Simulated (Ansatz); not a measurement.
Here is the system:

Relaxed Li (fcc, Cu type):

```yaml
crystal:
  lattice:
    - [0.00000, 4.23351, 4.23351]
    - [2.11676, 2.11676, 4.23351]
    - [2.11676, 2.11676, 0.00000]
  atoms:
    - { symbol: Li, position: [0.00000, 0.00000, 0.00000] }
    - { symbol: Li, position: [0.50000, 0.00000, 0.00000] }
```

A phonon eigenvector at X = (0.5, 0.5, 0.0) is frozen into this cell: atom i moves by Q times the vector below, so Q is the largest atomic displacement, in Å. The cell is held. (q is in reciprocal vectors of the primitive cell; the cell shown is doubled to hold the pattern.)

| atom | x | y | z |
|---|---|---|---|
| Li1 | 0.000 | 0.000 | -1.000 |
| Li2 | 0.000 | 0.000 | 1.000 |

Level of theory: LDA (plane waves to 420 eV, PAW, scalar-relativistic; Ansatz, a quantum-chemistry and plane-wave program). k mesh 19×19×19 (Γ-centred), Fermi-Dirac smearing 0.05 eV. E stands for the smeared free energy. With partly filled bands, energies and forces of such displacements shift with the k mesh and the smearing. Li was relaxed with its symmetry unable to fall. This is one of several known forms of Li; the measured ambient cells at hand have space group No. 229. The zero of ΔE is the undisplaced structure.

The scan covers Q from -0.180 to 0.180 Å in 13 points.

### Question
Is this a single well or a double well?

### Answer
A single well with its minimum at or next to zero displacement.

### Question
Which space group does the distorted structure have?

### Answer
P4/nmm (No. 129), lowered from Fm-3m.

### Question
What is the energy change at Q = 0.180 Å?

### Answer
108 meV/cell.

### Question
What harmonic wavenumber does the curvature at Q = 0 give?

### Answer
359 cm⁻¹.

(A displaced cell: forces are minus the slopes of the energy, force constants its curvatures, and phonons follow from these.)
